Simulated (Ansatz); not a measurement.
Ga (diamond type), DFT, r2SCAN, all-electron PAW with datasets made for the crystal, scalar-relativistic (Ansatz 0.2.0), on 1 thread of AMD EPYC 9B14 (Zen 4) (shared host).

Command: `ansatz run input.yaml --threads 1 --pin off --max-ram 2048MiB --backend cpu --events-out ev --progress --plain --runs-dir out`

```yaml
crystal:
  lattice:
    - [0.0, 2.8744485395, 2.8744485395]
    - [2.8744485395, 0.0, 2.8744485395]
    - [2.8744485395, 2.8744485395, 0.0]
  atoms:
    - { symbol: Ga, position: [-0.2375, -0.0875, -0.0875] }
    - { symbol: Ga, position: [0.2375, 0.0875, 0.0875] }
kpoints:
  mp_grid: { grid: [9, 9, 9] }
scf:
  occupations: { method: fermi_dirac, width: 0.05 }
hamiltonian:
  xc: r2scan
  pseudopotentials: { kind: all_electron, datasets: crystal }
output:
  forces: true
  stress: true
  eigenvalues: true
  efg: { contact_densities: true }
```

Problem. How large is the problem that the program sets up?

Solution. 85 irreducible k-points, 1989 plane waves at Γ, 26 bands.

Problem. About how long does it take, and how much memory?

Solution. 45 s of wall time for 10 SCF iterations, with a peak of 1.1 GiB. Times on shared machines scatter by tens of per cent.
